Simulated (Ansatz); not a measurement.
Mg₂Ge (anti-fluorite)

```xyz
3
Lattice="0.0000 3.2106 3.2106 3.2106 0.0000 3.2106 3.2106 3.2106 0.0000" Properties=species:S:1:pos:R:3 pbc="T T T"
Ge     0.0000     0.0000     0.0000
Mg     1.6053     1.6053     1.6053
Mg     4.8159     4.8159     4.8159
```

The volume is varied about the relaxed value V₀ at fixed cell shape. Symmetry pins the atoms to their sites.

The numbers are results of PBE (plane waves to 420 eV, PAW, scalar-relativistic; Ansatz, a quantum-chemistry and plane-wave program), not measurements. k mesh 9×9×9 (Γ-centred), Fermi-Dirac smearing 0.05 eV. Energies are smeared free energies. Mg2Ge was relaxed with its symmetry unable to fall. The zero of ΔE is the relaxed starting cell.

```
V (Å³/atom)  ΔE (meV/atom)
-----------  -------------
20.740                13.7
20.960                 9.3
21.181                 5.9
21.402                 3.2
21.622                 1.4
21.843                 0.3
22.064                 0.0
22.284                 0.3
22.505                 1.3
22.726                 2.9
22.946                 5.1
23.167                 7.9
23.387                11.1
```

Task: What bulk modulus B₀ follows from a third-order Birch-Murnaghan fit?

Result: 49.7 GPa.

Task: What is the fitted pressure derivative B₀′?

Result: 4.2.

(A scan under strain: stresses follow from slopes of the energy per volume, elastic moduli from its curvatures.)
